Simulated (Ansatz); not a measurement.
Ansatz input file:

```yaml
crystal:
  lattice:
    - [3.5900432774, 0.0, 0.0]
    - [0.0, 3.5900432774, 0.0]
    - [0.0, 0.0, 3.5900432774]
  atoms:
    - { symbol: "Y", position: [0.5, 0.5, 0.5] }
    - { symbol: Hg, position: [0.0, 0.0, 0.0] }
basis:
  ecutwfc: 500
kpoints:
  mp_grid: { grid: [12, 12, 12] }
hamiltonian:
  xc: r2scan
scf:
  occupations: { method: gaussian, width: 0.1 }
output:
  forces: true
  stress: true
  eigenvalues: true
```

Launched with
```bash
ansatz run input.yaml --threads 1 --pin off --max-ram 2560MiB --backend cpu --events-out ev --progress --plain --runs-dir out
```

Theory: Ansatz, DFT r2SCAN, scalar-relativistic, plane waves, PAW.

Abridged output (iterations and final results):

```
SCF iter   1: F=—  HF=-17688.605363 eV  |F-HF|=—  |Δ(HF+E_count)|=         —  Δρ=7.80e-3  dr2=5.33e-2  dr2_τ=1.10e-2  ethr=1.77e-3  ⟨swp⟩=5.4  Hψ=6859  notcnv=0
SCF iter   2: F=—  HF=-17688.644738 eV  |F-HF|=—  |Δ(HF+E_count)|=   3.94e-2  Δρ=5.05e-3  dr2=2.49e-2  dr2_τ=4.96e-4  ethr=1.72e-4  ⟨swp⟩=2.9  Hψ=3424  notcnv=0  defer=1
SCF iter   3: F=—  HF=-17688.639938 eV  |F-HF|=—  |Δ(HF+E_count)|=   4.80e-3  Δρ=1.07e-3  dr2=6.79e-4  dr2_τ=1.70e-4  ethr=8.04e-5  ⟨swp⟩=2.2  Hψ=2559  notcnv=0  defer=1
SCF iter   4: F=—  HF=-17688.640132 eV  |F-HF|=—  |Δ(HF+E_count)|=   1.94e-4  Δρ=3.49e-4  dr2=7.32e-5  dr2_τ=2.49e-6  ethr=2.19e-6  ⟨swp⟩=2.6  Hψ=2606  notcnv=0  defer=1
SCF iter   5: F=—  HF=-17688.640159 eV  |F-HF|=—  |Δ(HF+E_count)|=   2.73e-5  Δρ=8.20e-5  dr2=2.52e-6  dr2_τ=2.43e-7  ethr=2.36e-7  ⟨swp⟩=2.9  Hψ=2695  notcnv=0  defer=1
SCF iter   6: F=—  HF=-17688.640161 eV  |F-HF|=—  |Δ(HF+E_count)|=   2.50e-6  Δρ=2.09e-5  dr2=2.52e-7  dr2_τ=2.58e-8  ethr=8.14e-9  ⟨swp⟩=2.1  Hψ=2483  notcnv=0  defer=1
SCF iter   7: F=-17688.640162 eV  HF=-17688.640161 eV  |F-HF|=3.75e-8  |Δ(HF+E_count)|=   1.28e-7  Δρ=7.40e-6  dr2=3.01e-8  dr2_τ=2.10e-9  ethr=3.23e-10  ⟨swp⟩=5.4  Hψ=6792  notcnv=0
SCF 1 converged in 7 iterations: F = -17688.640162 eV  dr2 = 3.01e-8
SCF converged after 7 iterations
Free energy (F): -17688.640162 eV
Harris-Foulkes:  -17688.640161 eV  (|F-HF|=3.75e-8)
Internal energy: -17688.634045 eV  (E = F + TS)
E sigma→0 (E₀):  -17688.637103 eV
Entropy (-TS):   -0.006116 eV (-3.058 meV/atom)
Fermi energy:    15.317901 eV
--- Per-component energies (eV) ---
  E_band       = -487.905646
  E_kinetic    = 912.388833
  E_local      = -3186.499410  (includes V_loc(G=0)·N_el)
  E_nonlocal   = 119.368410
  E_hartree    = 1329.026819
  E_xc         = -379.669876
  E_vxc        = -517.359919  (∫ρ·V_xc dr)
  E_paw        = -12810.712353  (= ΣΔE_a)
  E_vpaw       = -506.625209  (= ΣTr[D̂ρ^β])
  E_aug_tail   = 0.000383  (compensation charges beyond the density's cutoff)
  E_vtau       = 32.771078  (kinetic-family band-sum trace: ∫τ·v_τ [+ j·A + Jᵃ·Aᵃ] dr)
  E_ewald      = -3672.233970
  E_core_change = -0.302881  (= ΣΔE_core)
  E_smearing   = -0.006116  (= −TS)
--- Forces (eV/Å), atoms counted from 1 ---
  atom   1  Y      0.00000000     0.00000000     0.00000000
  atom   2  Hg     0.00000000     0.00000000     0.00000000
--- Stress (GPa, compression-positive) ---
        8.544765       0.000000       0.000000
        0.000000       8.544765       0.000000
        0.000000       0.000000       8.544765
  P = ⅓ Tr σ = 8.5448 GPa (85.448 kbar)
--- Band table (eV; the first three rows and the last of 84) ---
  k-point 0: bands = ["-102.8731", "-50.6489", "-50.6489", "-50.6489", "-29.3910", "-8.6101", "-8.6101", "-8.6101", "6.4198", "6.7091", "6.7091", "7.4698", "7.4698", "7.4698", "15.6955", "15.6955", "19.6251", "19.6251", "19.6251", "20.1204"]
  k-point 1: bands = ["-102.8731", "-50.6492", "-50.6489", "-50.6489", "-29.3893", "-8.6344", "-8.6086", "-8.6086", "6.5295", "6.7217", "6.7570", "7.4605", "7.4605", "7.4749", "15.6515", "15.6724", "18.8573", "18.8573", "19.6021", "19.6914"]
  k-point 2: bands = ["-102.8731", "-50.6501", "-50.6488", "-50.6488", "-29.3849", "-8.7001", "-8.6045", "-8.6045", "6.7566", "6.7613", "6.9824", "7.4354", "7.4354", "7.4887", "15.3505", "15.6085", "18.0142", "18.0142", "19.0647", "19.5398"]
  k-point 83: bands = ["-102.8729", "-50.6529", "-50.6529", "-50.6529", "-29.3227", "-8.8604", "-8.8604", "-8.8604", "7.0908", "7.0908", "7.0908", "7.9807", "7.9807", "12.8424", "12.8424", "12.8424", "13.3602", "20.7998", "20.7998", "21.5945"]
```

The run converged.

It took 11 s on 1 thread of Arm Neoverse V1 (shared host), peak memory 0.44 GiB.

Spin–orbit coupling is left out, which can shift energies with elements as heavy as these.